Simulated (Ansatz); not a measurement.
Relaxed SnTe (rock salt):

```
SnTe
1.0
    0.00000     3.18559     3.18559
    3.18559     0.00000     3.18559
    3.18559     3.18559     0.00000
Te Sn
1 1
Direct
  0.00000   0.00000   0.00000
  0.50000   0.50000   0.50000
```

Scan: atom 2 (Sn, nearest neighbour Te at 3.186 Å; its periodic images, 4.5 Å or more away, move with it) is displaced towards the nearest neighbour, direction (0.000, 0.000, 1.000) in Cartesian axes, by s. The other atoms stay.

Computed with r2SCAN (plane waves to 500 eV, PAW, scalar-relativistic; Ansatz, a program for electronic structure). k mesh 10×10×10 (Γ-centred), Fermi-Dirac smearing 0.05 eV. Energies are smeared free energies. SnTe was relaxed with its symmetry unable to fall. Spin-orbit coupling is left out, though Te is heavy. The PAW data are Ansatz's earlier set. The zero of ΔE is the undisplaced structure.

Question: What ΔE (meV/cell) does the calculation give at s (Å) = -0.320, -0.256, -0.064, 0.128, 0.192?

Answer: 
| s (Å) | ΔE (meV/cell) |
|---|---|
| -0.320 | 23.3 |
| -0.256 | 4.8 |
| -0.064 | -1.0 |
| 0.128 | -2.9 |
| 0.192 | -2.4 |

(A displaced cell: forces are minus the slopes of the energy, force constants its curvatures, and phonons follow from these.)
